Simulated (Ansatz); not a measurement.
## A plane-wave run on NaZrP

Input file of Ansatz 0.2.0:

```yaml
crystal:
  lattice:
    - [6.973248, 0.0, 0.0]
    - [0.0, 3.736951, 0.0]
    - [0.0, 0.0, 8.352688]
  atoms:
    - { symbol: P, position: [0.765, 0.25, 0.613] }
    - { symbol: P, position: [0.735, 0.75, 0.113] }
    - { symbol: P, position: [0.265, 0.25, 0.887] }
    - { symbol: P, position: [0.235, 0.75, 0.387] }
    - { symbol: Na, position: [0.126, 0.25, 0.544] }
    - { symbol: Na, position: [0.374, 0.75, 0.044] }
    - { symbol: Na, position: [0.626, 0.25, 0.956] }
    - { symbol: Na, position: [0.874, 0.75, 0.456] }
    - { symbol: Zr, position: [0.035, 0.25, 0.173] }
    - { symbol: Zr, position: [0.465, 0.75, 0.673] }
    - { symbol: Zr, position: [0.535, 0.25, 0.327] }
    - { symbol: Zr, position: [0.965, 0.75, 0.827] }
  symmetry: { tolerance: 0.0003 }
kpoints:
  mp_grid: { grid: [4, 7, 3], shift: [0, 0, 0] }
  band_path:
    path:
      - [0.0, 0.0, 0.0]
      - [0.5, 0.0, 0.0]
      - [0.5, 0.5, 0.0]
      - [0.0, 0.5, 0.0]
      - [0.0, 0.0, 0.0]
      - [0.0, 0.0, 0.5]
      - [0.5, 0.0, 0.5]
      - [0.5, 0.5, 0.5]
      - [0.0, 0.5, 0.5]
      - [0.0, 0.0, 0.5]
      - [0.5, 0.0, 0.0]
    npoints: 6
magnetization:
  spin_polarized: false
scf:
  occupations: { method: fermi_dirac, width: 0.0106 }
  lower_state_search: "off"
  max_iter: 200
hamiltonian:
  pseudopotentials: { kind: paw }
  xc: pbe
basis:
  ecutwfc: 420
  fft_grid_basis: typed
output:
  forces: true
  stress: true
  eigenvalues: true
  bader: true
  populations: true
  elf: true
  write_potential: true
  volumetric_format: npy
  dos:
    e_range: [-12, 8]
    de: 0.05
    projected: { site_lists: { Na: [Na], P: [P], Zr: [Zr] } }
checkpoint:
  read: saved_state
```

The saved state is an earlier solution for the same cell, perhaps on another mesh. 

Excerpt of what it printed:

```
Pseudopotentials: kind: paw
Pseudopotential: P, paw, valence charge 5, recommended cutoff 420 eV (normal), P.paw.azcp
Pseudopotential: Na, paw, valence charge 9, recommended cutoff 420 eV (normal), Na.paw.azcp
Pseudopotential: Zr, paw, valence charge 12, recommended cutoff 420 eV (normal), Zr.paw.azcp
Functional definition: PBE
  exchange = pbe_x(kappa = kappa, mu = beta*pi^2/3)
  correlation = pbe_c(beta = beta)
Crystal: 12 atoms, lattice volume = 217.660 Å³
Basis set: ecut = 420 eV, 4241 PW (Γ), exchange–correlation on 96×50×120 points (8 copies of the dense FFT grid, shifted against one another)
Bands: 64, of which v1, the nominal top of the filled ones, is band 52 counted from 1 (51 counted from 0)
Symmetry: 8 space group operations
Space group: Pnma (ITA 62), of the structure as read, at distance tolerance 1.8e-3 Å
k-points: 24 of 84
Initial density: read from a saved state, or passed on in memory by an earlier SCF of this step, an earlier step, the calling program or the single point that the run made first
Functional: x = pbe(κ = 0.804, μ = 0.2195), c = pbe(β = 0.0667)
Free energy (F): -25706.8719 eV
Harris-Foulkes:  -25706.8719 eV  (|F-HF|=6.91e-10)
Internal energy: -25706.8707 eV  (E = F + TS)
E sigma→0 (E₀):  -25706.8713 eV
Entropy (-TS):   -0.0012 eV (-0.099 meV/atom)
Fermi energy:    10.9119 eV
--- Per-component energies (eV) ---
  E_band       = -1081.8787
  E_kinetic    = 2098.6713
  E_local      = -7630.2657  (includes V_loc(G=0)·N_el)
  E_nonlocal   = 921.1332
  E_hartree    = 2623.6322
  E_xc         = -1052.3690
  E_vxc        = -1212.5436  (∫ρ·V_xc dr)
  E_paw        = -15144.5951  (= ΣΔE_a)
  E_vpaw       = -506.1373  (= ΣTr[D̂ρ^β])
  E_aug_tail   =  0.0000  (compensation charges beyond the density's cutoff)
  E_ewald      = -7523.0775
  E_smearing   = -0.0012  (= −TS)
--- Forces (eV/Å), atoms counted from 1 ---
  atom   1  P     -2.3465     0.0000     2.3509
  atom   2  P      2.3465     0.0000     2.3509
  atom   3  P     -2.3465     0.0000    -2.3509
  atom   4  P      2.3465     0.0000    -2.3509
  atom   5  Na     0.3250     0.0000     1.6476
  atom   6  Na    -0.3250     0.0000     1.6476
  atom   7  Na     0.3250     0.0000    -1.6476
  atom   8  Na    -0.3250     0.0000    -1.6476
  atom   9  Zr    -0.1780     0.0000    -1.1217
  atom  10  Zr     0.1780     0.0000    -1.1217
  atom  11  Zr    -0.1780     0.0000     1.1217
  atom  12  Zr     0.1780     0.0000     1.1217
--- Stress (GPa, compression-positive) ---
       -0.6427       0.0000       0.0000
        0.0000       8.3241       0.0000
        0.0000       0.0000       0.4414
  P = ⅓ Tr σ = 2.7076 GPa (27.076 kbar)
--- Löwdin populations: 12 sites ---
  site symbol       q [e]
     0      P      5.7061
     1      P      5.7061
     2      P      5.7061
     3      P      5.7061
     4     Na      8.4296
     5     Na      8.4296
     6     Na      8.4296
     7     Na      8.4296
     8     Zr     11.6895
     9     Zr     11.6895
    10     Zr     11.6895
    11     Zr     11.6895
  spilling = 0.0067 (of n_electrons = 104.0000)
```

Absolute energies hang on the potentials; compare differences alone.

Origin: a known structure type with other elements, at an estimated volume, so it need not be a known compound. Caveats: atoms or cell far from equilibrium.
